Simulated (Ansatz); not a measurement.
Values for one crystal, relaxed and computed with plane-wave PAW r²SCAN (Ansatz code); other levels are named.

| Item | Value |
|---|---|
| Volume per atom | 13.06 Å³ |
| Band gap | 4.36 eV (smallest direct gap 4.37 eV) |
| Formation energy from the elements (no fitted shifts) | -1.39 eV/atom |
| Conduction-band minimum | at Γ |
| Valence-band maximum | off the standard path, at k = (0.083, 0.167, 0.438) |

Which of these materials gives this?
A. Al2Se3O12, R-3 (Pearson symbol hR34)
B. SrTiO3, cubic perovskite
C. SnO2, rutile
D. RbGdO2, R-3m (Gd on 3b, O on 6c, Rb on 3a)

A, Al2Se3O12, R-3 (Pearson symbol hR34)

The workflow started from a Materials Project entry (that database holds measured and hypothetical structures alike); the Crystallography Open Database copy checked does not list it. Whether it is the stable phase at ambient conditions was not checked. The r²SCAN relaxation kept the symmetry of its start; its stability against distortions is not shown here. The references are the lowest solids computed at this level, not always the standard phases (solids in place of the gases). Scalar-relativistic: spin–orbit coupling is off unless named, which matters more the heavier the elements.

Potentials: the later of the program's two PAW sets.
